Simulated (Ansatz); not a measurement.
TiS$_{2}$:
```yaml
crystal:
  lattice:
    - [5.33972, 0.00000, 0.00000]
    - [0.00000, 6.07864, 0.00000]
    - [0.00000, 0.00000, 3.33956]
  atoms:
    - { symbol: Ti, position: [0.50000, 0.50000, 0.50000] }
    - { symbol: Ti, position: [0.00000, 0.00000, 0.00000] }
    - { symbol: S, position: [0.74198, 0.15595, 0.50000] }
    - { symbol: S, position: [0.25802, 0.84405, 0.50000] }
    - { symbol: S, position: [0.24198, 0.34405, 0.00000] }
    - { symbol: S, position: [0.75802, 0.65595, 0.00000] }
```

Relaxed with PBEsol.

Question: Map the electron localisation function on the plane through (0.500, 0.500, 0.500) spanned by u = [1, 0, 0] and v = [0, 1, 0] in lattice vectors, from the program Ansatz at the PBEsol level (PAW).

Answer: x is the fraction of u, y of v (the angle between them is 90°; rows are the nearest grid lines); atoms in the plane: Ti at (0.00, 0.00), S at (0.24, 0.66), S at (0.76, 0.34).
```
y \ x   0.000  0.0741  0.185  0.259  0.370  0.444  0.556  0.630  0.741  0.815  0.926   1.00
------  -----  ------  -----  -----  -----  -----  -----  -----  -----  -----  -----  -----
1.00    0.007   0.483  0.095  0.073  0.055  0.017  0.017  0.055  0.073  0.095  0.483  0.007
0.933   0.507   0.682  0.085  0.122  0.069  0.021  0.023  0.076  0.133  0.082  0.628  0.507
0.833   0.091   0.184  0.774  0.819  0.605  0.218  0.028  0.059  0.156  0.143  0.058  0.091
0.767   0.270   0.769  0.891  0.837  0.802  0.585  0.052  0.041  0.092  0.112  0.084  0.270
0.700   0.535   0.863  0.490  0.121  0.810  0.752  0.131  0.040  0.041  0.044  0.090  0.535
0.600   0.418   0.848  0.586  0.251  0.807  0.724  0.190  0.140  0.178  0.123  0.062  0.418
0.533   0.155   0.691  0.859  0.816  0.757  0.497  0.236  0.478  0.707  0.692  0.202  0.155
0.467   0.155   0.202  0.692  0.707  0.478  0.236  0.497  0.757  0.816  0.859  0.691  0.155
0.400   0.418   0.062  0.123  0.178  0.140  0.190  0.724  0.807  0.251  0.586  0.848  0.418
0.300   0.535   0.090  0.044  0.041  0.040  0.131  0.752  0.810  0.121  0.490  0.863  0.535
0.233   0.270   0.084  0.112  0.092  0.041  0.052  0.585  0.802  0.837  0.891  0.769  0.270
0.167   0.091   0.058  0.143  0.156  0.059  0.028  0.218  0.605  0.819  0.774  0.184  0.091
0.0667  0.507   0.628  0.082  0.133  0.076  0.023  0.021  0.069  0.122  0.085  0.682  0.507
0.000   0.007   0.483  0.095  0.073  0.055  0.017  0.017  0.055  0.073  0.095  0.483  0.007
```

The density is the valence pseudo-density with augmentation charge, so density and ELF within about 1 Å of a nucleus are not all-electron values.

Space group Pnnm. The first step of the workflow began from a Materials Project structure, measured or hypothetical; the Crystallography Open Database copy checked does not list it. It is not the phase usual at ambient conditions (space group No. 164). Symmetry was held in the PBEsol relaxation; whether a distortion lowers the energy is not shown. No spin polarisation was allowed.

Potentials: the later of the program's two PAW sets.
